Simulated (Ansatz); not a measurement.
Rh (fcc, Cu type)

```
Rh
1.0
    0.00000     1.91503     1.91503
    1.91503     0.00000     1.91503
    1.91503     1.91503     0.00000
Rh
1
Cartesian
  0.00000   0.00000   0.00000
```

The slice is a {100} plane (indices of the conventional cell) through the point (0.000, 0.000, 0.000) (fractional), spanned by u = [100] and v = [0 1 -1] in vectors of this cell: u (2.71 Å) and v (2.71 Å, at 90° to u). It covers one period; positions are fractions (u, v).

Calculation: PBE (plane waves to 420 eV, PAW, scalar-relativistic; Ansatz, a quantum-chemistry and plane-wave program). k mesh 21×21×21. These are valence fields of a PAW run, semicore shells included where kept as valence: close to a nucleus they are smooth pseudo fields. Rh is run without spin polarisation. Rh was relaxed with its symmetry unable to fall.

Question: What is the ELF at the midpoint of the shortest Rh–Rh line in this plane (2.71 Å)?

Answer: 0.27.

Question: What is the valence density on the shortest Rh–Rh line in this plane (2.71 Å), at its midpoint?

Answer: 0.36 e/Å³.

Question: Predict the map of the electron localisation function (ELF) on the slice.

Answer: 
```
v \ u  0.00  0.12  0.25  0.38  0.50  0.62  0.75  0.88
-----  ----  ----  ----  ----  ----  ----  ----  ----
0.92      x     x  0.57  0.25  0.26  0.25  0.57     x
0.83      x  0.71  0.48  0.22  0.25  0.22  0.48  0.71
0.75   0.59  0.53  0.32  0.20  0.22  0.20  0.32  0.53
0.67   0.34  0.30  0.22  0.20  0.20  0.20  0.22  0.30
0.58   0.23  0.22  0.21  0.19  0.18  0.19  0.21  0.22
0.50   0.27  0.26  0.22  0.19  0.18  0.19  0.22  0.26
0.42   0.23  0.22  0.21  0.19  0.18  0.19  0.21  0.22
0.33   0.34  0.30  0.22  0.20  0.20  0.20  0.22  0.30
0.25   0.59  0.53  0.32  0.20  0.22  0.20  0.32  0.53
0.17      x  0.71  0.48  0.22  0.25  0.22  0.48  0.71
0.08      x     x  0.57  0.25  0.26  0.25  0.57     x
0.00      x     x  0.59  0.26  0.27  0.26  0.59     x
```

Values: electron localisation function (ELF). Points within 0.5 Å of a nucleus are blanked (x), as the pseudised field means little there.
